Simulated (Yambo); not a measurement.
A G0W0@PBEsol run in Yambo for BaO (NiAs type, space group P6_3/mmc, No. 194) (3×3×2 Γ-centred k mesh, 244 bands and a 7 Ry block in the screening, 244 bands in G with the Bruneval-Gonze terminator, plasmon pole fitted at 27.2 eV) gives these matrix elements, in eV, at the band edges (H → (0, 0.333, 0)):

```
state               E0    <Vxc>     <Σx>  <Σc(E0)>      Z
---------------  -----  -------  -------  --------  -----
valence edge     0.000  -18.638  -23.429     4.132  0.775
conduction edge  2.700   -9.546   -5.013    -3.885  0.842
```

**Question.** Solve the linearised quasiparticle equation for both states, give the gap, and say how exchange and correlation each act on it.

**Answer.** E = E0 + Z(Σx + Σc − Vxc). Valence: 0.000 + 0.775 × (-23.429 + (4.132) − (-18.638)) = -0.51 eV. Conduction: 2.700 + 0.842 × (-5.013 + (-3.885) − (-9.546)) = 3.25 eV. The gap is 3.76 eV, against 2.70 eV in PBEsol. Replacing Vxc by bare exchange alone would open it by 9.33 eV; correlation takes back 8.02 eV of that, and Z scales what is left. Nearest settings tried, and what they do to the gap: 116 bands in W: +109 meV; 3 Ry block (43 vectors against 161): +48 meV. Not varied: bands in G, mesh. So the settings aren't converged at that level. The k mesh is coarse. The mesh misses a band edge: along a dense path the PBEsol gap is 2.40 eV against 2.70 eV on the mesh. 

Geometry relaxed with PBEsol; primitive cell a = 3.743 Å, b = 3.743 Å, c = 6.533 Å, α = 90.00°, β = 90.00°, γ = 120.00°.

This is not the ordinary phase of the substance; no match was found in the copy of COD used, and its stability was not checked.
